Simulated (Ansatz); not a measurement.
ZrSe$_{3}$ in space group P2_1/m (No. 11; Zr on 2e, Se on 2e, Se on 2e, Se on 2e), r²SCAN in the plane-wave PAW code Ansatz, all energies at zero smearing, with the estimated change up to a 700 eV cutoff added, with one set of potentials and settings (totals compare only within such a set). Cell of 8 atoms (2 Zr, 6 Se): -41268.710 eV.

```csv
element,reference phase,E (eV/atom)
Zr,"P6_3/mmc, 2 atoms in the cell",-4195.0260
Se,"P3_121, 3 atoms in the cell",-5478.1269
```

Formation energy per atom, worked out: (-41268.710 − 2×(-4195.0260) − 6×(-5478.1269))/8 = -1.237 eV/atom (-119 kJ per mol of atoms), at 0 K, without zero-point energy or fitted corrections.

The first step of the workflow began from a Materials Project structure, measured or hypothetical; the Crystallography Open Database files this formula in space group No. 11, but the cells were not matched. Whether it is the stable phase at ambient conditions was not checked. Symmetry was held in the r²SCAN relaxation; its stability against distortions is not shown here. No spin polarisation was allowed. A crystal of weakly bound layers computed without a dispersion correction: the cell and the soft elastic constants depend strongly on that. The references are the lowest solids computed at this level, not always the standard phases.

Potentials: the later of the program's two PAW sets.
